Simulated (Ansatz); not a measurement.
**InSb$_{3}$: levels along high-symmetry lines**

```
In Sb
1.0
     0.00000    3.79455    3.79455
     3.79455    0.00000    3.79455
     3.79455    3.79455    0.00000
In Sb
1 3
Direct
  0.00000 0.00000 0.00000
  0.25000 0.25000 0.25000
  0.75000 0.75000 0.75000
  0.50000 0.50000 0.50000
```

Atom numbers follow the list: In1, Sb2, Sb3, Sb4.

Structure from Materials Project entry mp-975512 (possibly hypothetical), not relaxed further.

No spin–orbit coupling, which matters for the heavy atoms here.

The calculation used Ansatz 0.2.0, DFT, PBE, all-electron LAPW, scalar-relativistic.

Numerical set-up: a Γ-centred 9×9×9 k mesh, Fermi–Dirac smearing of 0.05 eV, basis error target 0.5 meV/atom, no spin polarisation.

Points in fractions of the reciprocal vectors of this cell: Γ (0, 0, 0), X (0.5, 0, 0.5), U (0.625, 0.25, 0.625), K (0.375, 0.375, 0.75), L (0.5, 0.5, 0.5), W (0.5, 0.25, 0.75). The path joins them by straight lines in the order Γ–X–U–K–Γ–L–W–X; legs that retrace an earlier one aren't tabulated. Energies are in eV from the Fermi level.

Problem. List the levels at U between -20 and 4 eV.

Solution. -14.42, -14.40, -14.39, -14.38, -14.37, -9.80, -9.66, -8.88, -6.05, -4.62, -2.77, -1.44, -0.60, 0.12, 1.06, 1.37, 2.63, 3.12.

Problem. List the levels at Γ between -20 and 4 eV.

Solution. -14.40 (×3), -14.37 (×2), -12.13, -7.69, -6.64, -2.37 (×3), -2.27 (×3), -2.21, -0.58 (×3), 3.59 (×2).

Problem. List the levels at K between -20 and 4 eV.

Solution. -14.42, -14.40, -14.39, -14.38, -14.37, -9.80, -9.66, -8.88, -6.05, -4.62, -2.77, -1.44, -0.60, 0.12, 1.06, 1.37, 2.63, 3.12.

Problem. What is the band gap?

Solution. none: bands cross the Fermi level, a metal.
